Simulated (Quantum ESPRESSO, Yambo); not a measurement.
**Levels of theory for the gap of CuI**

CuI (space group P-3m1, No. 164): one geometry, one set of PBEsol (pw.x of Quantum ESPRESSO, ONCV potentials, with spin-orbit coupling) orbitals, self-energies from Yambo (3×3×2 Γ-centred k mesh, bands 17 to 252 and a 6 Ry block in the screening, 252 bands in G with the Bruneval-Gonze terminator, plasmon pole fitted at 27.2 eV).

Cell and atoms were relaxed with PBE+D3(BJ) from Materials Project entry mp-570081, within its symmetry.

```csv
level,gap Γ → Γ (eV),rough Yambo cost
PBEsol (Quantum ESPRESSO),1.23,–
exchange only (Hartree-Fock self-energy on PBEsol orbitals),9.56,about 1/6 (11 states)
static COHSEX@PBEsol,2.35,within a factor of two (2 states)
"G0W0@PBEsol, plasmon pole",2.30,1 (11 states)
```

Bare exchange has no screening and gives the widest gap; static COHSEX screens it but leaves out the frequency dependence, which G0W0 restores.

Costs are rough ratios of core time on shared machines.

Nearest settings tried, and what they do to the gap: 172 bands in G: +17 meV; 3 Ry block (69 vectors against 161): +112 meV. Not varied: bands in W, mesh. So the settings aren't converged at that level. The k mesh is coarse.

The filled Cu 3d shell has no Hubbard U; semilocal functionals place it too high.

This is not the ordinary phase of the substance; no match was found in the copy of COD used, and its stability was not checked.
